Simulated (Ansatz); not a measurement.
LaOF:
```xyz
6
Lattice="2.0243 1.1687 6.7405 -2.0243 1.1687 6.7405 0.0000 -2.3375 6.7405" Properties=species:S:1:pos:R:3 pbc="T T T"
La     0.0000     0.0000    15.0016
La     0.0000     0.0000     5.2200
O      0.0000     0.0000    12.5934
O      0.0000     0.0000     7.6282
F      0.0000     0.0000    17.6056
F      0.0000     0.0000     2.6159
```

Relaxed with r²SCAN. Special points in fractions of this cell's reciprocal vectors: Γ (0.000, 0.000, 0.000); T (0.500, 0.500, 0.500); H2 (0.813, 0.187, 0.500); H0 (0.500, -0.187, 0.187); L (0.500, 0.000, 0.000); S0 (0.343, -0.343, 0.000); S2 (0.657, 0.000, 0.343); F (0.500, 0.000, 0.500).

Task: List the band energies nearest the valence-band maximum at these points for the program Ansatz at the r²SCAN level (PAW).

Result: In eV from the valence-band maximum; about four levels below and three above (degenerate sets whole), none deeper than 8.9 eV; points with the same levels are listed once.

| k | below | above |
|---|---|---|
| Γ | -1.39 -1.39 -1.22 -1.22 -0.45 | 5.10 5.80 5.86 5.86 |
| T | -1.42 -1.42 -1.26 -1.26 -0.65 | 5.31 5.87 5.87 |
| H2 | -1.09 -1.02 -0.92 -0.01 | 4.68 5.44 5.73 |
| L | -1.23 -0.62 -0.50 -0.42 | 4.98 5.46 5.69 |
| S0 | -1.11 -0.98 -0.96 0.00 | 4.67 5.44 5.73 |
| F | -1.18 -1.17 -0.71 -0.57 -0.43 | 5.01 5.55 5.64 |

Space group R-3m. The first step of the workflow began from a Materials Project structure, measured or hypothetical; the Crystallography Open Database files this formula in space group No. 166, but the cells were not matched. Whether it is the stable phase at ambient conditions was not checked. Symmetry was held in the r²SCAN relaxation; its stability against distortions is not shown here. Scalar-relativistic: spin–orbit coupling is off unless named, which matters more the heavier the elements.

Potentials: the later of the program's two PAW sets.
